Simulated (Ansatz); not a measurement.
CdTe:
```xyz
2
Lattice="3.7857 0.0000 0.0000 0.0000 3.7857 0.0000 0.0000 0.0000 3.7857" Properties=species:S:1:pos:R:3 pbc="T T T"
Cd     0.0000     0.0000     0.0000
Te     1.8929     1.8929     1.8929
```

Relaxed with PBE. Special points in fractions of this cell's reciprocal vectors: Γ (0.000, 0.000, 0.000); X (0.000, 0.500, 0.000); M (0.500, 0.500, 0.000); R (0.500, 0.500, 0.500).

### Question
List the band energies nearest the Fermi level at these points for PBE (plane waves, PAW; program Ansatz).

### Answer
In eV from the Fermi level; about four levels below and three above (degenerate sets whole), none deeper than 8.9 eV; … stands for higher levels left out; points with the same levels are listed once.

```
k                          below                above
-  -----------------------------  -------------------
Γ        -1.18 -0.97 -0.97 -0.97          4.93 4.93 …
X  -8.43 -8.42 -8.42 -8.27 -5.86       0.35 0.35 2.81
M        -7.89 -4.21 -4.21 -1.98       0.63 6.45 6.45
R  -8.15 -8.15 -2.24 -2.24 -2.24  0.38 0.95 0.95 0.95
```

Space group Pm-3m (CsCl type). The cell is a constructed one: a structure type filled with these elements; neither database checked (COD, Materials Project) lists it. It is not the phase usual at ambient conditions (space group No. 216). The PBE relaxation kept the symmetry of its start; its stability against distortions is not shown here. Spin–orbit coupling is left out wherever it is not named.

Potentials: the later of the program's two PAW sets.
